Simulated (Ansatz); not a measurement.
A (100) slab of Sr (P6_3/mmc (No. 194)), 6 planes, outer planes Sr (top) and Sr (bottom), with 6 atoms (Sr6) in a surface cell of A = 28.852 Å², as cut from the bulk:

```yaml
crystal:
  lattice:
    - [4.19454, 0.00000, 0.00000]
    - [0.00000, 6.87853, 0.00000]
    - [0.00000, 0.00000, 24.68687]
  atoms:
    - { symbol: Sr, position: [0.00000, 0.25000, 0.30381] }
    - { symbol: Sr, position: [0.00000, 0.75000, 0.40190] }
    - { symbol: Sr, position: [0.50000, 0.25000, 0.45095] }
    - { symbol: Sr, position: [0.50000, 0.75000, 0.54905] }
    - { symbol: Sr, position: [0.00000, 0.25000, 0.59810] }
    - { symbol: Sr, position: [0.00000, 0.75000, 0.69619] }
```

Computed with DFT PBEsol, scalar-relativistic, plane waves, PAW in Ansatz 0.2.0. Plane waves to 420 eV, a k mesh through Γ of 8×5×1 on the computed 6-atom cell and Gaussian smearing (0.10 eV); no spin polarisation. The cell repeats along c with a dipole correction in the vacuum.

Against the same 6 atoms in the bulk, the slab as cut lies 1.862 eV higher and the relaxed slab 1.842 eV higher.

Question: Work out the surface energy before and after relaxation.

Answer: The slab has two faces, so γ = (E_slab − N·E_bulk)/(2A), the mean of both. As cut: 1.862/(2 × 28.852) = 0.0323 eV/Å², and 1 eV/Å² = 16.02 J/m², so γ = 0.52 J/m². Relaxed: 1.842/(2 × 28.852) = 0.0319 eV/Å² = 0.51 J/m². Relaxation recovers 1.1 % of the cost of cutting.

Question: What is the ideal work of this cut, per area?

Answer: Griffith's ideal work is 2γ: 1.03 J/m² if the new faces stay rigid, 1.02 J/m² if they relax. Other cuts parallel to this plane can cost less. One thickness was run, 6 planes, so γ can still shift with it.

The reference crystal is a form of Sr, which isn't its usual structure.